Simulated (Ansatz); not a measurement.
**Li (P6_3/mmc): what a change of settings does**

```yaml
crystal:
  lattice:
    - [2.99153, 0.00000, 0.00000]
    - [-1.49576, 2.59074, 0.00000]
    - [0.00000, 0.00000, 4.89725]
  atoms:
    - { symbol: Li, position: [0.33333, 0.66667, 0.25000] }
    - { symbol: Li, position: [0.66667, 0.33333, 0.75000] }
```

Level of theory, where no other is named: LDA, all-electron LAPW in Ansatz 0.2.0, scalar-relativistic. k mesh 16×16×8, strains of ±0.008, Fermi-Dirac smearing of 0.050 eV, basis error target 1 meV/atom. The cell was relaxed by PAW under this functional, which moved its volume by -11 % from the database entry's. The structure is one entry of a database and needn't be the stable phase.

With these settings the run gives C11 = 25.4, C44 = 3.8 GPa and B_V = 15.0 GPa (relaxed ions).

(1) The run is repeated in the same cell with scf.occupations.method from fermi_dirac to cold. What moves, and by how much?

Answers

(1) C11: +1.68 %; C44: -102.28 %; B_V: +0.13 %.

Keep in mind: responses of metals move with mesh and smearing; elastic stability says nothing of phonons or of other phases.
